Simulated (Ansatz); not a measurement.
HfS₂ (CdI2 type, space group No. 164), the program Ansatz at the LDA level (PAW). The conduction-band minimum lies at L, with 3 equivalent valleys. Second derivatives d²E/dk² of the lowest band at one valley (eV·Å²), along Cartesian directions:

```csv
direction,d²E/dk²
[100],33.65
[010],6.445
[001],7.873
[110],20.07
[101],20.79
[011],3.055
```

Problem. Find the principal effective masses, the density-of-states mass and the conductivity mass.

Solution. Off-diagonal terms follow from H_xy = H[110] − (H_xx + H_yy)/2, and m*/mₑ = 7.620 eV·Å² over each eigenvalue: 0.23, 0.67, 2.5. One valley's DOS mass (m₁m₂m₃)^(1/3) = 0.73, conductivity mass 3/(Σ 1/mᵢ) = 0.48 mₑ.

Problem. What effective density of states Nc follows at 300 K for parabolic valleys?

Solution. Nc = 2.509e19 × 3 × (0.73)^(3/2) ≈ 4.7e19 cm⁻³.

Problem. With the computed static dielectric constant 33.7 (mean of the diagonal), estimate a hydrogenic donor's binding energy and radius.

Solution. E = 13.606 eV × 0.48/33.7² ≈ 5.8 meV; a = 0.529 Å × ε/m* ≈ 37 Å. Semilocal masses tend to be too small where the gap is.

Space group P-3m1 (CdI2 type). The LDA relaxation kept the symmetry of its start; phonons on a q-mesh show no instability. No spin polarisation was allowed. A crystal of weakly bound layers computed without a dispersion correction: the cell and the soft elastic constants depend strongly on that. Spin–orbit coupling is left out wherever it is not named.

Potentials: the later of the program's two PAW sets.
